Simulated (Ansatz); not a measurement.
HfSi (rock salt, Fm-3m) under volume change, DFT-PBE in the program Ansatz with PAW potentials, scaled uniformly.

```tsv
V (Å³/atom)	E − E(relaxed) (meV/atom)	P (GPa)
17.471	65.7	13.12
18.047	27.7	8.11
18.623	6.6	3.76
19.199	0.0	0.00
19.775	6.0	-3.27
20.351	23.0	-6.12
20.927	49.6	-8.59
```

Task: What does a third-order Birch–Murnaghan fit give for V₀, B₀ and B′?

Result: V₀ = 19.20 Å³/atom, B₀ = 117 GPa, B′ = 3.7.

The cell is a constructed one: a structure type filled with these elements; neither database checked (COD, Materials Project) lists it. COD files the formula under space group No. 62, so this cell is another polymorph or a model. Whether it is the stable phase at ambient conditions was not checked. Symmetry was held in the PBE relaxation; whether a distortion lowers the energy is not shown. No spin polarisation was allowed. Spin–orbit coupling is left out wherever it is not named.

Potentials: the later of the program's two PAW sets.
